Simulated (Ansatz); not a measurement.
**Equation of state of Sc$_{3}$InB**

A database entry relaxed whole under r2SCAN (Pm-3m):

```
Sc In B
1.0
     4.68375    0.00000    0.00000
     0.00000    4.68375    0.00000
     0.00000    0.00000    4.68375
Sc In B
3 1 1
Direct
  0.00000 0.50000 0.50000
  0.50000 0.00000 0.50000
  0.50000 0.50000 0.00000
  0.00000 0.00000 0.00000
  0.50000 0.50000 0.50000
```

The cell was scaled uniformly, its shape held, and the atoms relaxed at each volume with plane-wave PAW DFT (Ansatz 0.2.0; r2SCAN, 500 eV, 7×7×7 Γ-centred mesh, fermi-dirac occupations of width 0.100 eV; no spin, no spin-orbit coupling). One row is withheld.

```tsv
volume (Å³/atom)	energy over the lowest (meV/atom)	pressure (GPa)
19.317	21.0	5.73
19.728	9.0	3.64
20.139	2.2	1.75
20.550	0.0	0.03
20.961	?	?
21.372	8.0	-2.96
21.783	17.4	-4.25
```

Q: Fit the pressures of the other rows to the third-order Birch-Murnaghan form.

A: With f = [(V₀/V)^(2/3) − 1]/2 and P = 3B₀f(1 + 2f)^(5/2)[1 + 3(B₀′ − 4)f/2], least squares gives V₀ = 20.56 Å³ an atom, B₀ = 81.9 GPa and B₀′ = 3.8; the rows miss the fit by less than 0.01 GPa. The slope of the energies differs from these pressures by less than 0.05 GPa.

Q: What does the withheld row hold?

A: The fit gives -1.54 GPa at 20.961 Å³; the run gave -1.54 GPa and 2.1 meV an atom.

Caveats: the shape of the cell was held; 0 K, fixed nuclei; the symmetry was kept, and this need not be the phase that is stable at 0 K; one mesh for all volumes; the relaxed cell lies far from the entry, by an error of the functional or of the entry; pressure is positive in compression.
